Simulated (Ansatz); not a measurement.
Field gradients of Si₂W from run to run

Cell of run 1: an entry of the Crystallography Open Database (COD), ions relaxed with PBE at fixed cell.

```
Si W
1.0
    -1.60690    1.60690    3.91495
     1.60690   -1.60690    3.91495
     1.60690    1.60690   -3.91495
Si W
2 1
Direct
  0.33439 0.33439 0.00000
  0.66561 0.66561 0.00000
  0.00000 0.00000 0.00000
```

Sites (sets of like atoms) are named by element and the number of their first atom in this list.

All runs are DFT with Ansatz 0.2.0 (plane waves and PAW, scalar-relativistic unless spin–orbit coupling is named, Γ-centred meshes, Fermi–Dirac smearing where given) in this cell.

Run 1: PBE, atoms relaxed; 420 eV, 20×20×20 k-points, smearing 0.05 eV.
Run 2: r2SCAN, at the relaxed atoms; 500 eV, 20×20×20 k-points, smearing 0.05 eV.
Run 3: PBE with spin–orbit coupling, at the relaxed atoms; 420 eV, 20×20×20 k-points, smearing 0.05 eV.
Run 4: LDA, at the relaxed atoms; 420 eV, 20×20×20 k-points, smearing 0.05 eV.
Run 5: PBEsol, at the relaxed atoms; 420 eV, 20×20×20 k-points, smearing 0.05 eV.

| run | Si V_zz (η) | W V_zz (η) |
| --- | --- | --- |
| 1 | -0.94 (0.00) | -16.71 (0.00) |
| 2 | -0.96 (0.00) | -16.93 (0.00) |
| 3 | -0.90 (0.00) | -16.98 (0.00) |
| 4 | -0.95 (0.00) | -16.81 (0.00) |
| 5 | ? | ? |

V_zz in 10²¹ V/m².

Question: Estimate the row of run 5.

Answer: Si: -0.95 (0.00); W: -16.84 (0.00). It lies nearest to run 4, from whose tensors on these sites it differs by 0.03 at most (largest principal value of the difference, on W). Taken one at a time, spin–orbit coupling moves the tensors on these sites by up to 0.27 (largest principal value of the change, on W), the functional (between the two that differ most) by 0.22 (W). Without a gap such differences can lie within the error of the k-mesh, so this order isn't firm.

In runs 1, 2, 3, 4, 5 there is no gap above 0.1 eV, so the gradients can move by 10 % or more with the k-mesh. The cell isn't the equilibrium one in run 4 (calculated pressure -6 GPa), and the entry's cell may itself be off.
